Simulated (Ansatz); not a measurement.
Input file for Ansatz (a quantum-chemistry and plane-wave program):

Ansatz 0.2 input:
```yaml
crystal:
  lattice:
    - [0.0, 3.0496088493, 3.0496088493]
    - [3.0496088493, 0.0, 3.0496088493]
    - [3.0496088493, 3.0496088493, 0.0]
  atoms:
    - { symbol: Sr, position: [0.0, 0.0, 0.0] }
kpoints:
  mp_grid: { grid: [9, 9, 9] }
  band_path:
    path:
      - [[0.0, 0.0, 0.0], [0.5, 0.0, 0.5], [0.625, 0.25, 0.625]]  # Γ-X-U
      - [[0.375, 0.375, 0.75], [0.0, 0.0, 0.0], [0.5, 0.5, 0.5], [0.5, 0.25, 0.75], [0.5, 0.0, 0.5]]  # K-Γ-L-W-X
    npoints: 12
hamiltonian:
  xc: r2scan
  pseudopotentials: { kind: paw }
magnetization: { noncollinear: true, spin_orbit: true }
scf:
  n_extra_bands: 12
  convergence: { dr2_threshold: 0.0000000001 }
  occupations: { method: gaussian, width: 0.05 }
output: { eigenvalues: true }
```

Output (shortened):

```
Pseudopotential: Sr, paw_fr, valence charge 10
Functional definition: r2SCAN
non-collinear run that drives no moment, with spin-orbit …
Crystal: 1 atoms, lattice volume = 56.723 Å³
Basis set: ecut = 500 eV, 1459 PW (Γ), exchange–correlation on 128×128×128 points (64 copies of the dense FFT grid, shifted against one another)
Bands: 22, of which v1, the nominal top of the filled ones, is band 10 counted from 1 (9 counted from 0)
Symmetry: 48 space group operations + 48 with time reversal
k-points: 35 of 729
Projection manifold: j_resolved (fully-relativistic pseudo-atomic orbitals)
iter 1 solved again at ethr=2.93e-4 eV; its pass at ethr=3.10e-3 eV (dr2=2.93e-2 eV) is discarded
SCF iter   1: F=—  HF=-3550.691777 eV  |F-HF|=—  |Δ(HF+E_count)|=         —  Δρ=6.91e-3  dr2=2.93e-2  dr2_τ=4.53e-4  dr2_m=0.00e0 (ungated)  ethr=2.93e-4  |M|=0.00e0 ∫|m|=0.00e0 μB  |m|>n=0.0e0 m-floor=0.0e0 τ_xc=0.0e0  β_m=0.30  ⟨swp⟩=2.1  Hψ=3094  notcnv=0
preconditioner: auto → none
SCF iter   2: F=—  HF=-3550.742436 eV  |F-HF|=—  |Δ(HF+E_count)|=   5.07e-2  Δρ=5.84e-3  dr2=2.49e-2  dr2_τ=1.68e-4  dr2_m=0.00e0 (ungated)  ethr=2.93e-4  |M|=0.00e0 ∫|m|=0.00e0 μB  |m|>n=0.0e0 m-floor=0.0e0 τ_xc=0.0e0  β_m=0.29  ⟨swp⟩=3.2  Hψ=757  notcnv=0  defer=2
SCF iter   3: F=—  HF=-3550.754797 eV  |F-HF|=—  |Δ(HF+E_count)|=   1.24e-2  Δρ=1.96e-3  dr2=3.30e-3  dr2_τ=6.48e-5  dr2_m=0.00e0 (ungated)  ethr=2.49e-4  |M|=0.00e0 ∫|m|=0.00e0 μB  |m|>n=0.0e0 m-floor=0.0e0 τ_xc=0.0e0  β_m=0.55  ⟨swp⟩=2.1  Hψ=630  notcnv=0  defer=2
SCF iter   4: F=—  HF=-3550.757011 eV  |F-HF|=—  |Δ(HF+E_count)|=   2.21e-3  Δρ=4.38e-4  dr2=9.06e-5  dr2_τ=1.34e-6  dr2_m=0.00e0 (ungated)  ethr=3.30e-5  |M|=0.00e0 ∫|m|=0.00e0 μB  |m|>n=0.0e0 m-floor=0.0e0 τ_xc=0.0e0  β_m=0.78  ⟨swp⟩=2.0  Hψ=731  notcnv=0  defer=2
SCF iter   5: F=—  HF=-3550.757032 eV  |F-HF|=—  |Δ(HF+E_count)|=   2.02e-5  Δρ=1.59e-4  dr2=1.45e-5  dr2_τ=1.42e-6  dr2_m=0.00e0 (ungated)  ethr=9.06e-7  |M|=0.00e0 ∫|m|=0.00e0 μB  |m|>n=0.0e0 m-floor=0.0e0 τ_xc=0.0e0  β_m=0.66  ⟨swp⟩=3.0  Hψ=560  notcnv=0  defer=2
SCF iter   6: F=—  HF=-3550.757033 eV  |F-HF|=—  |Δ(HF+E_count)|=   1.07e-6  Δρ=2.04e-5  dr2=3.06e-7  dr2_τ=7.93e-9  dr2_m=0.00e0 (ungated)  ethr=1.45e-7  |M|=0.00e0 ∫|m|=0.00e0 μB  |m|>n=0.0e0 m-floor=0.0e0 τ_xc=0.0e0  β_m=0.81  ⟨swp⟩=2.9  Hψ=557  notcnv=0  defer=2
SCF iter   7: F=—  HF=-3550.757075 eV  |F-HF|=—  |Δ(HF+E_count)|=   4.22e-5  Δρ=3.43e-6  dr2=7.25e-9  dr2_τ=3.36e-10  dr2_m=0.00e0 (ungated)  ethr=3.06e-9  |M|=0.00e0 ∫|m|=0.00e0 μB  |m|>n=0.0e0 m-floor=0.0e0 τ_xc=0.0e0  β_m=0.89  ⟨swp⟩=3.0  Hψ=539  notcnv=0  defer=2
SCF iter   8: F=—  HF=-3550.757075 eV  |F-HF|=—  |Δ(HF+E_count)|=   1.37e-8  Δρ=4.75e-7  dr2=1.07e-10  dr2_τ=4.74e-12  dr2_m=0.00e0 (ungated)  ethr=7.25e-11  |M|=0.00e0 ∫|m|=0.00e0 μB  |m|>n=0.0e0 m-floor=0.0e0 τ_xc=0.0e0  β_m=0.95  ⟨swp⟩=2.0  Hψ=525  notcnv=0  defer=2
SCF iter   9: F=-3550.757075 eV  HF=-3550.757075 eV  |F-HF|=1.36e-12  |Δ(HF+E_count)|=  2.21e-10  Δρ=7.38e-8  dr2=3.60e-12  dr2_τ=1.22e-13  dr2_m=0.00e0 (ungated)  ethr=1.00e-12  |M|=0.00e0 ∫|m|=0.00e0 μB  |m|>n=0.0e0 m-floor=0.0e0 τ_xc=0.0e0  ⟨swp⟩=3.3  Hψ=851  notcnv=0
SCF 1 converged in 9 iterations: F = -3550.757075 eV  dr2 = 3.60e-12
NSCF: frozen V_eff on 74 k-points
SCF converged after 9 iterations
Magnetization: |M| = 0.0000 μB,  M = (+0.0000, +0.0000, +0.0000) μB
Absolute magnetization: 0.0000 μB (∫|m|)
  site 0: m = (+0.0000, +0.0000, +0.0000) μB, |m| = 0.0000 μB  (R = 1.78 Å)
Free energy (F): -3550.757075 eV
Harris-Foulkes:  -3550.757075 eV  (|F-HF|=1.36e-12)
Internal energy: -3550.753290 eV  (E = F + TS)
E sigma→0 (E₀):  -3550.755183 eV
Entropy (-TS):   -0.003785 eV (-3.785 meV/atom)
Fermi energy:    4.838530 eV
--- Per-component energies (eV) ---
  E_band       = -145.880446
  E_kinetic    = 241.662415
  E_local      = -778.456338  (includes V_loc(G=0)·N_el)
  E_nonlocal   = 202.114228
  E_hartree    = 197.621016
  E_xc         = -160.960702
  E_vxc        = -174.025406  (∫ρ·V_xc dr)
  E_paw        = -2711.367653  (= ΣΔE_a)
  E_vpaw       = -41.742638  (= ΣTr[D̂ρ^β])
  E_aug_tail   = -0.000001  (compensation charges beyond the density's cutoff)
  E_vtau       = 9.325287  (kinetic-family band-sum trace: ∫τ·v_τ [+ j·A + Jᵃ·Aᵃ] dr)
  E_ewald      = -541.220134
  E_core_change = -0.146121  (= ΣΔE_core)
  E_smearing   = -0.003785  (= −TS)
  E_closure    =  0.000000  (closes the sum)
  Σ components = -3550.757075   (vs F -3550.757075, Δ=0.00e0)
  [band-id]    e_kinetic+e_local+e_nonlocal+2·e_hartree+e_vxc+e_vpaw+e_augmentation_tail+e_vtau = -145.880421   (vs E_band -145.880446, Δ=2.53e-5)
--- Band table (eV; the first three rows and the last of 35) ---
  k-point 0: bands = ["-33.1136", "-33.1136", "-15.1732", "-15.1732", "-14.0158", "-14.0158", "-14.0158", "-14.0158", "1.0795", "1.0795", "7.5492", "7.5492", "7.5492", "7.5492", "7.5840", "7.5840", "9.0704", "9.0704", "9.0704", "9.0704", "12.2035", "12.2035"]
  k-point 1: bands = ["-33.1120", "-33.1120", "-15.1815", "-15.1815", "-14.0327", "-14.0327", "-14.0190", "-14.0190", "1.2822", "1.2822", "7.2214", "7.2214", "7.6341", "7.6341", "7.6638", "7.6638", "8.9427", "8.9427", "8.9521", "8.9521", "12.7113", "12.7113"]
  k-point 2: bands = ["-33.1081", "-33.1081", "-15.2030", "-15.2030", "-14.0742", "-14.0742", "-14.0268", "-14.0268", "1.8584", "1.8584", "6.5115", "6.5115", "7.7034", "7.7034", "7.7466", "7.7466", "8.9093", "8.9093", "8.9388", "8.9388", "12.2281", "12.2281"]
  k-point 34: bands = ["-33.0962", "-33.0962", "-15.2637", "-15.2637", "-14.1458", "-14.1458", "-14.1024", "-14.1024", "4.8388", "4.8388", "5.5403", "5.5403", "5.6030", "5.6030", "7.6423", "7.6423", "10.0244", "10.0244", "10.2697", "10.2697", "11.1252", "11.1252"]
```

Cost: very roughly 50 core-seconds on shared cores.

Space group Fm-3m (fcc (Cu type)). The r²SCAN relaxation kept the symmetry of its start.

Potentials: the later of the program's two PAW sets.

Ansatz is a plane-wave DFT program.
